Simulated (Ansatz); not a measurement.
InCu₂:
```
InCu2
1.0
    4.41465     0.00000     0.00000
   -2.20733     3.82320     0.00000
    0.00000     0.00000     5.28598
Cu In
4 2
Direct
  0.33333   0.66667   0.25000
  0.66667   0.33333   0.75000
  0.00000   0.00000   0.00000
  0.00000   0.00000   0.50000
  0.33333   0.66667   0.75000
  0.66667   0.33333   0.25000
```

Relaxed with r²SCAN. Special points in fractions of this cell's reciprocal vectors: Γ (0.000, 0.000, 0.000); M (0.500, 0.000, 0.000); K (0.333, 0.333, 0.000); A (0.000, 0.000, 0.500); L (0.500, 0.000, 0.500); H (0.333, 0.333, 0.500).

List the band energies nearest the Fermi level at these points for r²SCAN in the plane-wave PAW code Ansatz.

In eV from the Fermi level; about four levels below and three above (degenerate sets whole), none deeper than 8.9 eV; points with the same levels are listed once.

```
k                    below                          above
-  -----------------------  -----------------------------
Γ  -2.69 -2.69 -2.41 -1.75            1.55 1.55 1.84 1.84
M  -2.70 -2.57 -1.86 -1.83                 0.17 0.70 0.97
K  -2.56 -1.40 -0.40 -0.40                 0.68 0.68 2.56
A  -2.95 -2.95 -2.95 -2.95  2.67 2.67 2.79 2.79 2.79 2.79
L  -2.65 -2.65 -0.11 -0.11            1.46 1.46 6.32 6.32
H  -2.64 -2.64 -2.24 -2.24            6.34 6.34 6.75 6.75
```

Space group P6_3/mmc. The workflow started from an entry of the Crystallography Open Database (COD). Whether it is the stable phase at ambient conditions was not checked. The cell was relaxed with r²SCAN under the symmetry of its start; whether a distortion lowers the energy is not shown. No spin polarisation was allowed. Scalar-relativistic: spin–orbit coupling is off unless named, which matters more the heavier the elements.

Potentials: the later of the program's two PAW sets.
